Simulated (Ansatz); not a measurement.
Here is the system:

ScB$_{2}$:
```
CELL_PARAMETERS angstrom
      3.09970     0.00000     0.00000
     -1.54985     2.68442     0.00000
      0.00000     0.00000     3.45413
ATOMIC_POSITIONS crystal
  Sc 0.00000 0.00000 0.00000
  B  0.66667 0.33333 0.50000
  B  0.33333 0.66667 0.50000
```

This is the LDA-relaxed structure. x, y and z are the axes in which the lattice vectors are written.

Question: All from DFT-LDA in the program Ansatz with PAW potentials, unless another level is named. Estimate the Debye temperature from the elastic constants.

Answer: 1140 K.

Question: Next, the highest zone-centre frequency?

Answer: 786 cm⁻¹.

Question: And the elastic constants (relaxed ions, GPa)?

Answer: C11 = 537, C12 = 54.6, C13 = 81.4, C33 = 404, C44 = 205.

Space group P6/mmm. The first step of the workflow began from a Materials Project structure, measured or hypothetical; the Crystallography Open Database files this formula in space group No. 191, but the cells were not matched. Its standing as an ambient phase is unchecked. The cell was relaxed with LDA under the symmetry of its start; whether a distortion lowers the energy is not shown. No spin polarisation was allowed. As this level gives no gap, shear constants depend on the k-mesh and smearing (Fermi–Dirac, 0.1 eV here). As this level gives no gap, phonon frequencies hold no LO–TO term and depend on the k-mesh and smearing (Fermi–Dirac, 0.1 eV here).

Potentials: the later of the program's two PAW sets.
